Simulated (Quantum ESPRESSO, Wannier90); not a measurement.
Wannierisation of GeSe2 (I-42d)

```
GeSe2
1.0
    5.93663     0.00000     0.00000
    0.00000     5.93663     0.00000
   -2.96832    -2.96832     4.78566
Ge Se
2 4
Direct
  0.25000   0.75000   0.50000
  0.00000   0.00000   0.00000
  0.62500   0.63704   0.75000
  0.88704   0.37500   0.25000
  0.12500   0.11296   0.75000
  0.36296   0.87500   0.25000
```

Structure: Materials Project mp-10074, symmetrised, not relaxed again. Not found in the COD (Crystallography Open Database) copy used; not checked further. Method: PBEsol plane waves in Quantum ESPRESSO 7.5 (PseudoDojo norm-conserving files, 69 Ry, no spin polarisation, no spin-orbit coupling), Bloch states on a 4×4×4 mesh through Γ, Wannier90 4.0.1. Density: 6×6×6 mesh, cold smearing 0.01 Ry. Spin-orbit coupling, left out, would split the p-like bands by a few tenths of an eV.

Base run: 24 functions from bands 31-67 of the 67 computed, start hydrogen-like Ge: s;p; Se: s;p, centres 0.05 Å off the atoms, frozen window up to 3.08 eV relative to the valence-band maximum, outer window open. One setting was then changed (edges relative to the valence-band maximum; misfit to pw.x on a path, for states up to 2.6 eV relative to the valence-band maximum).

```json
[
 {"run": "base", "Ω_I (Å²)": "31.05", "rms misfit (meV)": "3.2", "worst (meV)": "26"},
 {"run": "changed", "Ω_I (Å²)": "35.72", "rms misfit (meV)": "3.1", "worst (meV)": "22"}
]
```

Which change was made?
(A) no frozen window
(B) only the lowest 30 of the kept bands
(C) outer window to 7.06 eV
(D) frozen window to 5.08 eV

B, only the lowest 30 of the kept bands. The others give:

```csv
run,Ω_I (Å²),rms misfit (meV),worst (meV)
frozen window to 5.08 eV,36.89,5.2,28
no frozen window,27.31,189,925
outer window to 7.06 eV,42.61,6.3,40
```
